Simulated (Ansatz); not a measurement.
BN:
```
CELL_PARAMETERS angstrom
      2.54058     0.00000     0.00000
     -1.27029     2.20021     0.00000
      0.00000     0.00000     4.20266
ATOMIC_POSITIONS crystal
  B  0.66667 0.33333 0.99974
  B  0.33333 0.66667 0.49974
  N  0.66667 0.33333 0.62526
  N  0.33333 0.66667 0.12526
```

Cartesian axes are those of the cell as given.

Q: Give the proper piezoelectric stress tensor with relaxed ions from the program Ansatz at the PBEsol level (PAW).

A: In C/m², rows x, y, z, Voigt columns; mesh uncertainty up to 0.00.
```
 0.00   0.00   0.00   0.00  -0.32   0.00
 0.00   0.00   0.00  -0.32   0.00   0.00
-0.33  -0.33   0.95   0.00   0.00   0.00
```

The elastic tensor of the same run (GPa):

```
 948   139  61.2   0.0   0.0   0.0
 139   948  61.2   0.0   0.0   0.0
61.2  61.2  1040   0.0   0.0   0.0
 0.0   0.0   0.0   333   0.0   0.0
 0.0   0.0   0.0   0.0   333   0.0
 0.0   0.0   0.0   0.0   0.0   405
```

Q: Convert to strain constants d = e·S.

A: In pC/N:
```
 0.0   0.0   0.0   0.0  -1.0   0.0
 0.0   0.0   0.0  -1.0   0.0   0.0
-0.4  -0.4   1.0   0.0   0.0   0.0
```

Space group P6_3mc (wurtzite). Symmetry was held in the PBEsol relaxation. Signs of piezoelectric constants follow the polarity of the cell as given.

Potentials: the earlier of the program's two PAW sets. The files were generated under PBE; for other functionals the program regenerates the frozen cores, and for LDA and PBEsol the local potential too.
